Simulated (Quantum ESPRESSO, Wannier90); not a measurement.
## Wannierisation of Sb (R-3m)

```
Sb
1.0
   -2.17706     3.77079     0.00000
   -4.35413     0.00000     0.00000
   -2.17706     1.25693     3.82988
Sb
2
Direct
  0.73174   0.73174   0.80478
  0.26826   0.26826   0.19522
```

Materials Project entry mp-104; symmetrised, unrelaxed at this level. This is the element's usual structure. Computed values, not measurements, from PBEsol: Quantum ESPRESSO (norm-conserving PseudoDojo potentials, cutoff 64 Ry, spinors with spin-orbit coupling) on a Γ-centred 6×6×6 mesh, then Wannier90. Density: 8×8×8 mesh, cold smearing 0.01 Ry. The cell is built of weakly bound layers, chains or molecules, whose nearest atoms lie 3.43 Å apart. Database cells relaxed without dispersion often hold them too far apart, which can enlarge gaps and weakens couplings between them; spacing and stacking were not compared with the measured crystal. With spin-orbit coupling a semilocal functional can close or falsely invert a small gap; the band order was not checked against a better method.

The plane-wave run has 50 bands and 30 electrons a cell. On the energy scale of pw.x, whose zero is arbitrary, the Fermi level lies at 9.79 eV.

Isolated groups of bands, relative to the Fermi level (bands from 21 on overlap up to the last one computed):

```tsv
bands	from (eV)	to (eV)	filling	weight on atomic waves
1–8	-29.97	-29.90	filled	Sb 4d 100 %
9–20	-28.75	-28.62	filled	Sb 4d 100 %
```

Input w.win, without the blocks of cell, atoms and k-points (216 lines):

```
num_bands = 30
num_wann = 16
exclude_bands = 1-20
spinors = true
num_iter = 1000
conv_tol = 1.0e-6
conv_window = 4
dis_num_iter = 1000
dis_conv_tol = 1.0e-6
dis_froz_max = 15.29
write_hr = true
write_u_matrices = true
begin projections
f=-0.26189,-0.26639,-0.18987: s;p
f=0.25628,0.27880,0.19395: s;p
end projections
mp_grid = 6 6 6
```

wannier90.x stops with:
```
dis_windows: More states in the frozen window than target WFs
```
At some k-point more bands lie below dis_froz_max than there are Wannier functions, and every frozen state has to fit into the subspace. Mended as below, all else unchanged, the run goes through (Ω_I = 26.9 Å²) and follows the plane-wave bands to 10 meV rms (states up to 1.0 eV relative to the Fermi level).
```
dis_froz_max = 11.29
```
